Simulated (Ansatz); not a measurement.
SiGe (wurtzite, P6_3mc), the program Ansatz at the r²SCAN level (PAW). The conduction-band minimum lies at M, with 3 equivalent valleys. Second derivatives d²E/dk² of the lowest band at one valley (eV·Å²), along Cartesian directions:

```json
[
 {"direction": "[100]", "d²E/dk²": "69.97"},
 {"direction": "[010]", "d²E/dk²": "6.332"},
 {"direction": "[001]", "d²E/dk²": "6.648"},
 {"direction": "[110]", "d²E/dk²": "38.17"},
 {"direction": "[101]", "d²E/dk²": "38.33"},
 {"direction": "[011]", "d²E/dk²": "6.487"}
]
```

Task: Find the principal effective masses, the density-of-states mass and the conductivity mass.

Result: Off-diagonal terms follow from H_xy = H[110] − (H_xx + H_yy)/2, and m*/mₑ = 7.620 eV·Å² over each eigenvalue: 0.11, 1.1, 1.2. One valley's DOS mass (m₁m₂m₃)^(1/3) = 0.53, conductivity mass 3/(Σ 1/mᵢ) = 0.28 mₑ.

Task: What effective density of states Nc follows at 300 K for parabolic valleys?

Result: Nc = 2.509e19 × 3 × (0.53)^(3/2) ≈ 2.9e19 cm⁻³.

The first step of the workflow began from a Materials Project structure, measured or hypothetical; the Crystallography Open Database copy checked does not list it. Whether it is the stable phase at ambient conditions was not checked. The r²SCAN relaxation kept the symmetry of its start; of distortions, only those at the zone centre were tested. Scalar-relativistic: spin–orbit coupling is off unless named, which matters more the heavier the elements.

Potentials: the earlier of the program's two PAW sets.

Edges and masses are those of Kohn–Sham bands, whose gap is no quasiparticle gap.
